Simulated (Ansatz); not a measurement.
All numbers below come from DFT PBE, scalar-relativistic, plane waves, PAW in Ansatz 0.2.0. All cells share a 420 eV cutoff and Γ-centred k meshes spaced at most about 0.3 Å⁻¹ (about 0.25 or finer for metals, 2π included). No spin polarisation in the final relaxations.

Temperature and zero-point effects are left out. All come from trial cells, and lower structures may exist.

**Question.** These unrelaxed guesses for LiPd₂N₃ are each relaxed within their symmetry. Order them by the energy at which they end, lowest first.
A.

```
CELL_PARAMETERS angstrom
4.16429 0.00000 0.00000
0.00000 4.16429 0.00000
0.00000 0.00000 4.25447
ATOMIC_POSITIONS crystal
Li 0.00000 0.00000 0.87895
Pd 0.50000 0.00000 0.16978
Pd 0.00000 0.50000 0.16978
N 0.00000 0.00000 0.28748
N 0.50000 0.00000 0.78105
N 0.00000 0.50000 0.78105
```

B.

```
CELL_PARAMETERS angstrom
2.37356 -3.96948 0.00000
2.37356 3.96948 0.00000
0.00000 0.00000 3.71138
ATOMIC_POSITIONS crystal
Li 0.50000 0.50000 0.00000
Pd 0.00000 0.50000 0.50000
Pd 0.50000 0.00000 0.50000
N 0.16107 0.83893 0.00000
N 0.83893 0.16107 0.00000
N 0.00000 0.00000 0.50000
```

C.

```
CELL_PARAMETERS angstrom
3.06736 0.00000 0.00000
-1.53368 2.65641 0.00000
0.00000 0.00000 7.86998
ATOMIC_POSITIONS crystal
Li 0.00000 0.00000 0.00000
Pd 0.33333 0.66667 0.66182
Pd 0.66667 0.33333 0.33818
N 0.33333 0.66667 0.20811
N 0.00000 0.00000 0.50000
N 0.66667 0.33333 0.79189
```

D.

```
CELL_PARAMETERS angstrom
5.06170 0.00000 0.00000
-2.53085 4.38356 0.00000
0.00000 0.00000 3.05533
ATOMIC_POSITIONS crystal
Li 0.00000 0.00000 0.00000
Pd 0.33333 0.66667 0.00000
Pd 0.66667 0.33333 0.00000
N 0.50000 0.00000 0.50000
N 0.50000 0.50000 0.50000
N 0.00000 0.50000 0.50000
```

**Answer.** C (ends in P-3m1, 0 meV/atom), A (ends in P4/mmm, 293 meV/atom), D (ends in P6/mmm, 0.56 eV/atom), B (ends in Cmmm, 0.57 eV/atom). Even the lowest end lies +0.67 eV/atom against the elements.

Cells relaxed within their symmetry can be saddle points. Some candidate types were left out of the draw beforehand, so a known form may be missing.
